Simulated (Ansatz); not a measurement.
## One compound in many structure types

Candidates compared on computed values. Relaxing one composition in several structure types shows which are competitive, which pressure would favour, and how volume and gap change with structure.

TiGe2, MoSi2 or CaC2 type serves as the reference. The reference is the lowest phase computed, which need not be the stable form in nature.

Methods, by column (Ansatz, a plane-wave PAW program): energy: PBE, total energy at 0 K with the change to a 700 eV cutoff added (comparable within one formula alone); volume per atom: PBE, relaxed cell; gap: PBE; bulk modulus: PBE, equation-of-state fit.

Working rules: ΔE = E − E_ref; ΔV = V − V_ref; temperature scale ΔE/k_B = 11.605 K/meV × ΔE.

| crystal | E (eV/atom) | V (Å³/atom) | gap (eV) | B₀ (GPa) | ΔE (meV/atom) | ΔV (Å³/atom) | ΔE/k_B (K) |
|---|---|---|---|---|---|---|---|
| TiGe2, AlB2 type, P6/mmm | −3696.633 | 16.77 | 0.00 | 95.7 | 171.0 | 0.36 | 2000 |
| TiGe2, MoSi2 or CaC2 type, reference | −3696.804 | 16.41 | 0.00 | 105 | 0.0 | 0.00 | 0 |
| TiGe2, fluorite or antifluorite type | −3696.475 | 19.67 | 0.00 | 77.5 | 329.0 | 3.26 | 3800 |
| TiGe2, Al2Cu type, I4/mcm | −3696.772 | 18.97 | 0.00 | – | 32.0 | 2.56 | 370 |

Model phases, started by placing the elements on a structure type or from a typed cell, with no claim that they are known: TiGe2, AlB2 type, P6/mmm; TiGe2, MoSi2 or CaC2 type; TiGe2, fluorite or antifluorite type; TiGe2, Al2Cu type, I4/mcm. No gap (0.00) means none at this level, which can close a small real gap. Spin–orbit coupling is left out unless named.

Worked for TiGe2, Al2Cu type, I4/mcm:

- ΔE = 1000 × (−3696.772 − (−3696.804)) = 32.0 meV/atom
- ΔV = 18.97 − 16.41 = 2.56 Å³/atom
- ΔE/k_B: 11.605 × 32.0 = 370 K

In order of ΔE, lowest first: TiGe2, MoSi2 or CaC2 type (0.0 ± 5.0), TiGe2, Al2Cu type, I4/mcm (32.0 ± 5.0), TiGe2, AlB2 type, P6/mmm (171.0 ± 5.0), TiGe2, fluorite or antifluorite type (329.0 ± 5.0). The ± follows from allowances picked for this note (energy 0.004 eV/atom, 3 meV/atom on the figure itself), carried to first order and added in quadrature, each row's own inputs moving alone; ≈ joins neighbours closer than their two ± added in quadrature.

Pareto front for low ΔE and low volume per atom: TiGe2, MoSi2 or CaC2 type (0.0, 16.41). The reference is on the front.

No row is clearly denser than the reference, so pressure favours none of them.

Vibrational free energy is left out, and phases that were not computed could lie lower. Rows are a sample of the computed phases of this formula. Limits of the draw: a spread of over 30 meV/atom, none over 0.9 eV/atom above the reference, within 8 meV/atom of the lowest or within 3 meV/atom of a neighbour. As a rule kept out of such tables: 4f compounds, open-shell compounds run without a Hubbard term, cells found unstable in the tests at hand, cells close to a higher symmetry, and runs set to a pressure or over 12 % in volume from the crystal's fullest run. A dash marks a value that is not given here.
